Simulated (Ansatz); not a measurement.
## Sr3Sc3N5, one structure, two calculations

Cell: a computed structure from the Materials Project (it need not be an observed phase), taken as it stands.

```cif
data_Sr3Sc3N5
_symmetry_space_group_name_H-M 'P-1'
_symmetry_Int_Tables_number 2
_cell_length_a 6.2297
_cell_length_b 7.8145
_cell_length_c 9.1549
_cell_angle_alpha 108.251
_cell_angle_beta 105.623
_cell_angle_gamma 98.361
loop_
_atom_site_label
_atom_site_type_symbol
_atom_site_symmetry_multiplicity
_atom_site_Wyckoff_symbol
_atom_site_fract_x
_atom_site_fract_y
_atom_site_fract_z
Sr1 Sr 2 i 0.7783 0.4332 0.5979
Sr3 Sr 2 i 0.6757 0.8539 0.8912
Sr5 Sr 2 i 0.6771 0.6245 0.2025
Sc7 Sc 2 i 0.8955 0.3076 0.9654
Sc9 Sc 2 i 0.7177 0.9606 0.5740
Sc11 Sc 2 i 0.1385 0.8680 0.7089
N13 N 2 i 0.9913 0.0908 0.8033
N15 N 2 i 0.8258 0.7105 0.5140
N17 N 2 i 0.7693 0.5136 0.8885
N19 N 2 i 0.3974 0.9206 0.6074
N21 N 2 i 0.2677 0.7563 0.8820
```

One atom of each set is listed.

First run. All values are calculated (Ansatz; DFT, PBE, plane waves and PAW, scalar-relativistic, 420 eV cutoff, Γ-centred 5×4×4 k-points, Fermi–Dirac smearing 0.02 eV), not measured.

```csv
site,V_zz (10²¹ V/m²),η
Sr1,12.71,0.22
Sr3,6.86,0.52
Sr5,8.23,0.15
Sc7,4.43,0.49
Sc9,-6.05,0.22
Sc11,4.57,0.65
N13,-2.74,0.87
N15,2.72,0.26
N17,1.43,0.17
N19,-2.86,0.96
N21,-3.44,0.80
```

Second run. The same atoms and settings, except that the functional is LDA.

Task: Given the first result, estimate the second.

Result: 

```
site   V_zz     η  change of V_zz
 Sr1  12.76  0.22           +0.05
 Sr3   6.85  0.53           -0.01
 Sr5   8.24  0.14           +0.01
 Sc7   4.44  0.49           +0.01
 Sc9  -6.08  0.23           -0.03
Sc11   4.58  0.68           +0.01
 N13  -2.82  0.87           -0.08
 N15   2.78  0.26           +0.06
 N17   1.49  0.16           +0.06
 N19  -2.95  0.95           -0.09
 N21  -3.54  0.80           -0.10
```

The largest change of V_zz is on N21, from -3.44 to -3.54. In per cent, |V_zz| changes by 0 on Sr, 0 to +1 on Sc, +2 to +4 on N (all sites that start above 0.5).

Without spin–orbit coupling (the program notes it for Sr) the gradients are little affected as a rule: paired runs on crystals with a gap mostly move them by under 2 % at such atoms.
For the second run: At this cell the LDA pressure is -7 GPa, so with LDA the cell would shrink if it were relaxed. The largest force is 0.3 eV/Å, so the atoms aren't at the calculated equilibrium and relaxing them would move these values.
